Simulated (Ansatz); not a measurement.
Relaxed SnSe2 (CdI2 type):

```
SnSe2
1.0
    7.65168     0.00000     0.00000
   -1.91292     3.31327     0.00000
    0.00000     0.00000     6.23092
Sn Se
2 4
Cartesian
  0.00000   0.00000   0.00000
  3.82584   0.00000   0.00000
  0.00000   2.20885   1.57605
  3.82584   2.20885   1.57605
  1.91292   1.10442   4.65488
  5.73876   1.10442   4.65488
```

Method: r2SCAN+rVV10 (plane waves to 500 eV, PAW, scalar-relativistic; Ansatz, a program for electronic structure). k mesh 4×8×5 (Γ-centred), Fermi-Dirac smearing 0.05 eV. SnSe2 was relaxed with its symmetry unable to fall.

One atom of the cell was then moved (with its periodic images), all else fixed, and the forces (eV/Å) came out as:

| atom | Fx | Fy | Fz |
|---|---|---|---|
| Sn1 | -0.504 | -0.112 | -0.078 |
| Sn2 | 0.211 | 0.112 | 0.078 |
| Se3 | 0.108 | -0.031 | 0.091 |
| Se4 | 0.037 | 0.018 | -0.080 |
| Se5 | 0.054 | 0.029 | -0.092 |
| Se6 | 0.094 | -0.016 | 0.081 |

Task: Which atom was moved, and by which vector (Å)?

Result: Sn1, by (0.05, 0.00, 0.00), 0.05 Å in all.

(A displaced cell: forces are minus the slopes of the energy, force constants its curvatures, and phonons follow from these.)
